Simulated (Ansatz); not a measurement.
TiCrC single point

The input, for Ansatz 0.2.0 (plane waves, PAW):

```yaml
crystal:
  lattice:
    - [5.864039, 0.0, 0.0]
    - [-2.932019, 5.078407, 0.0]
    - [0.0, 0.0, 3.01421]
  atoms:
    - { symbol: Cr, position: [0.2536, 0.0, 0.0] }
    - { symbol: Cr, position: [0.7464, 0.7464, 0.0] }
    - { symbol: Cr, position: [0.0, 0.2536, 0.0] }
    - { symbol: C, position: [0.3333, 0.6667, 0.0] }
    - { symbol: C, position: [0.6667, 0.3333, 0.0] }
    - { symbol: Ti, position: [0.5937, 0.0, 0.5] }
    - { symbol: Ti, position: [0.4063, 0.4063, 0.5] }
    - { symbol: Ti, position: [0.0, 0.5937, 0.5] }
    - { symbol: C, position: [0.0, 0.0, 0.5] }
  symmetry: { tolerance: 0.0003 }
kpoints:
  mp_grid: { grid: [7, 7, 11], shift: [0, 0, 0] }
  band_path:
    path:
      - [0.0, 0.0, 0.0]
      - [0.5, 6.0e-08, 0.0]
      - [0.33333333, 0.33333339, 0.0]
      - [0.0, 0.0, 0.0]
      - [0.0, 0.0, 0.5]
      - [0.5, 6.0e-08, 0.5]
      - [0.33333333, 0.33333339, 0.5]
      - [0.0, 0.0, 0.5]
      - [0.5, 6.0e-08, 0.5]
      - [0.5, 6.0e-08, 0.0]
      - [0.33333333, 0.33333339, 0.5]
    npoints: 6
magnetization:
  spin_polarized: false
scf:
  occupations: { method: fermi_dirac }
  lower_state_search: "off"
  max_iter: 200
hamiltonian:
  pseudopotentials: { kind: paw }
  xc: lda
basis:
  ecutwfc: 420
  fft_grid_basis: typed
output:
  forces: true
  stress: true
  eigenvalues: true
  bader: true
  populations: true
  elf: true
  write_potential: true
  volumetric_format: npy
  dos:
    e_range: [-12, 8]
    de: 0.05
    projected: { site_lists: { C: [C], Cr: [Cr], Ti: [Ti] } }
checkpoint:
  read: saved_state
```

The saved state is an earlier solution for the same cell, perhaps on another mesh. 

Output (shortened):

```
Warning: the atoms were moved onto the symmetric positions of the space group found under crystal.symmetry.tolerance 3.0e-4 (fractional; no operation is sought that the atoms, as they stand in a round, miss by more than twice it, and no atom is moved by as much as it), and the run uses the moved positions.
Pseudopotentials: kind: paw
Pseudopotential: Cr, paw, valence charge 14, recommended cutoff 420 eV (normal), Cr.paw.azcp
Pseudopotential: C, paw, valence charge 4, recommended cutoff 420 eV (normal), C.paw.azcp
Pseudopotential: Ti, paw, valence charge 12, recommended cutoff 420 eV (normal), Ti.paw.azcp
Functional definition: SPW92
  exchange = slater_x
  correlation = pw_c
Crystal: 9 atoms, lattice volume = 89.763 Å³
Basis set: ecut = 420 eV, 1703 PW (Γ)
Bands: 54, of which v1, the nominal top of the filled ones, is band 45 counted from 1 (44 counted from 0)
Symmetry: 12 space group operations
Space group: P-62m (ITA 189), of the structure as read, at distance tolerance 1.3e-3 Å
k-points: 48 of 539 (time reversal used)
Initial density: read from a saved state, or passed on in memory by an earlier SCF of this step, an earlier step, the calling program or the single point that the run made first
Functional: x = slater, c = lda
SCF iter   1: F=—  Δρ=1.32e-3  dr2=4.06e-4
SCF iter   2: F=—  Δρ=6.78e-4  dr2=1.08e-4
SCF iter   3: F=—  Δρ=1.07e-4  dr2=6.35e-6
SCF iter   4: F=—  Δρ=3.19e-5  dr2=8.19e-7
SCF iter   5: F=-18053.0261 eV  Δρ=9.24e-6  dr2=3.22e-8
SCF iter   6: F=-18053.0261 eV  Δρ=1.81e-6  dr2=1.83e-9
Free energy (F): -18053.0261 eV
Harris-Foulkes:  -18053.0261 eV  (|F-HF|=1.13e-9)
Internal energy: -18052.7125 eV  (E = F + TS)
E sigma→0 (E₀):  -18052.8693 eV
Entropy (-TS):   -0.3135 eV (-34.837 meV/atom)
Fermi energy:    17.5510 eV
--- Stress (GPa, compression-positive) ---
      -11.7238       0.0000       0.0000
        0.0000     -11.7238       0.0000
        0.0000       0.0000     -12.2014
  P = ⅓ Tr σ = -11.8830 GPa (-118.830 kbar)
--- Löwdin populations: 9 sites ---
  site symbol       q [e]
     0     Cr     13.6774
     1     Cr     13.6774
     2     Cr     13.6774
     3      C      4.7981
     4      C      4.7981
     5     Ti     11.3967
     6     Ti     11.3967
     7     Ti     11.3967
     8      C      4.7173
  spilling = 0.0052 (of n_electrons = 90.0000)
```

Origin: a known structure type with other elements, at an estimated volume, so it need not be a known compound. Caveats: no spin polarisation, so a magnetic state may lie lower.
